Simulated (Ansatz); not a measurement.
CsPbBr₃ in space group Pnma (No. 62; Cs on 4c, Pb on 4a, Br on 4c, Br on 8d), plane-wave PAW PBEsol (Ansatz code). The conduction-band minimum lies at Γ, with 1 equivalent valley. Second derivatives d²E/dk² of the lowest band at one valley (eV·Å²), along Cartesian directions:

```json
[
 {"direction": "[100]", "d²E/dk²": "31.32"},
 {"direction": "[010]", "d²E/dk²": "7.158"},
 {"direction": "[001]", "d²E/dk²": "40.48"},
 {"direction": "[110]", "d²E/dk²": "19.24"},
 {"direction": "[101]", "d²E/dk²": "35.44"},
 {"direction": "[011]", "d²E/dk²": "23.79"}
]
```

Task: Find the principal effective masses, the density-of-states mass and the conductivity mass.

Result: Off-diagonal terms follow from H_xy = H[110] − (H_xx + H_yy)/2, and m*/mₑ = 7.620 eV·Å² over each eigenvalue: 0.19, 0.24, 1.1. One valley's DOS mass (m₁m₂m₃)^(1/3) = 0.37, conductivity mass 3/(Σ 1/mᵢ) = 0.29 mₑ.

Task: What effective density of states Nc follows at 300 K for parabolic valleys?

Result: Nc = 2.509e19 × 1 × (0.37)^(3/2) ≈ 5.6e18 cm⁻³.

The PBEsol relaxation kept the symmetry of its start. Spin–orbit coupling is left out wherever it is not named.

Potentials: the later of the program's two PAW sets.

Edges and masses are those of Kohn–Sham bands, whose gap is no quasiparticle gap.
